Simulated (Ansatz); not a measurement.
## Guessed and relaxed cells of Ni

A trial structure of Ni was built thus: random sheet by layer group and Wyckoff sites. The dimensions are guesses.

The sheet is periodic along a and b; c holds vacuum. Symmetry isn't written into the files.

start.cif

```cif
data_structure
_symmetry_space_group_name_H-M 'P 1'
_symmetry_Int_Tables_number 1
_cell_length_a 2.0256
_cell_length_b 2.0256
_cell_length_c 14.0000
_cell_angle_alpha 90.000
_cell_angle_beta 90.000
_cell_angle_gamma 90.000
_cell_volume 57.44
loop_
_atom_site_label
_atom_site_type_symbol
_atom_site_fract_x
_atom_site_fract_y
_atom_site_fract_z
_atom_site_occupancy
Ni1 Ni 0.50000 0.50000 0.50000 1
```

Theory: DFT PBE, scalar-relativistic, plane waves, PAW in Ansatz. Cutoff 420 eV, Gaussian smearing, Γ-centred meshes. In-plane cell and atoms relax first on a coarse mesh and then on a finer one. In metals the finer mesh still leaves noise of several meV/atom or more. The steps can't lower the symmetry of their start. Collinear spin, starting moments Ni 2.0 μB.

end.cif

```cif
data_structure
_symmetry_space_group_name_H-M 'P 1'
_symmetry_Int_Tables_number 1
_cell_length_a 2.2591
_cell_length_b 2.2591
_cell_length_c 23.8000
_cell_angle_alpha 90.000
_cell_angle_beta 90.000
_cell_angle_gamma 90.000
_cell_volume 121.46
loop_
_atom_site_label
_atom_site_type_symbol
_atom_site_fract_x
_atom_site_fract_y
_atom_site_fract_z
_atom_site_occupancy
Ni1 Ni 0.50000 0.50000 0.29412 1
```

The symmetry stays p4/mmm (No. 61). The area per atom grows by 24.4 %, from 4.1 to 5.1 Å². The shortest distance goes from 2.03 Å (Ni–Ni) to 2.26 Å (Ni–Ni). The energy falls by about 0.59 eV/atom (the start's value is from the coarse mesh). The program sets the height of the box itself, so the height of the cell differs between start and end.

For Ni, the layer group is p4/mmm (No. 61) and the in-plane cell is a = 2.259 Å, b = 2.259 Å, γ = 90.0°. The area per atom is 5.10 Å² and the thickness between the outermost nuclei is 0.00 Å. The energy over the standard state is +1.53 eV/atom, the gap on the 24×24×1 mesh of the 1-atom cell is 0 eV (a metal) and the net moment per atom is 0.86 μB. The moment by site is Ni 0.9 μB.

Energies count from the standard state of Ni at the same level. It lies above the standard state, so it could only be metastable.

The last run used collinear spin and Gaussian smearing of 0.10 eV. The magnetic state reached may not be the lowest. Symmetry constrained the relaxation, so the result can be a saddle point. In all, the 3 runs took 120 s on 1 thread of Arm Neoverse V1, on a shared host. Site moments count only spheres around the atoms; the net moment includes the space between them.
